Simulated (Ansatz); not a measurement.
## Optical constants of In2O

Theory: Ansatz 0.2.0, DFT PBE, scalar-relativistic, plane waves, PAW. Cutoff 420 eV, 12×12×4 k-points (Γ-centred), Fermi-Dirac smearing of 0.15 eV. No spin polarisation.

Equilibrium structure at this level:
```
In O
1.0
     3.43306    0.00000    0.00000
    -1.71653    2.97311    0.00000
     0.00000    0.00000   12.70391
In O
4 2
Direct
  0.00000 0.00000 0.38269
  0.00000 0.00000 0.61731
  0.66667 0.33333 0.11604
  0.33333 0.66667 0.88396
  0.66667 0.33333 0.30709
  0.33333 0.66667 0.69291
```

The cell was built by swapping an element in a database structure (itself possibly hypothetical) and relaxing; it need not be the stable form of this composition. In a metal these results depend on the k mesh and the smearing. A semilocal functional can close a gap that the real compound has.

Independent-particle response (no local fields, no excitons) on a 18×18×6 mesh, broadened by 0.1 eV; the Drude term is undamped and its weight carries the smearing above, which sets much of it in a semimetal. The run couldn't bound its error over part or most of this range, so small peaks and near ties are unsure. Light polarised along x. ε₁ lacks the small share of bands above those solved.

(1) Tabulate n, κ, the reflectivity and the absorption coefficient against photon energy.

(2) Where is the highest local maximum of ε₂ between 0.3 and 12 eV?

Answers

(1)
```
E (eV) n      κ     R  α (10⁵ cm⁻¹)
   0.1  0.32  61.04  1.00          6.19
   0.5  2.30  11.89  0.94          6.02
   0.9  1.32   7.76  0.92          7.07
   1.3  0.69   5.28  0.91          6.95
   1.7  0.62   3.82  0.86          6.59
   2.1  0.56   2.82  0.78          6.00
   2.5  0.86   1.93  0.52          4.89
   2.9  1.44   1.73  0.36          5.09
   3.3  1.49   2.33  0.49          7.78
   3.7  1.14   2.04  0.48          7.65
   4.1  1.04   1.85  0.45          7.71
   4.5  0.95   1.43  0.35          6.50
   4.9  1.03   1.46  0.34          7.24
   5.3  0.94   1.33  0.32          7.15
   5.7  1.11   1.13  0.23          6.53
   6.1  1.10   1.23  0.26          7.63
   6.5  1.13   1.08  0.21          7.15
   6.9  1.13   1.27  0.27          8.88
   7.3  0.90   1.16  0.27          8.60
   7.7  1.18   1.11  0.21          8.68
   8.1  1.00   1.16  0.25          9.53
   8.5  0.76   1.29  0.36         11.08
   8.9  0.70   0.97  0.27          8.75
   9.3  0.79   0.89  0.21          8.41
   9.7  0.79   0.86  0.20          8.47
  10.1  0.83   0.86  0.19          8.80
  10.5  0.85   0.87  0.19          9.30
  10.9  0.90   0.79  0.15          8.73
  11.3  0.78   1.13  0.30         12.93
  11.7  0.53   0.85  0.31         10.07
```

(2) At 0.4 eV, where ε₂ = 56.0.

Cost: 1 run of about 18 core-minutes, on Intel Xeon Platinum 8488C (Sapphire Rapids) (shared hosts).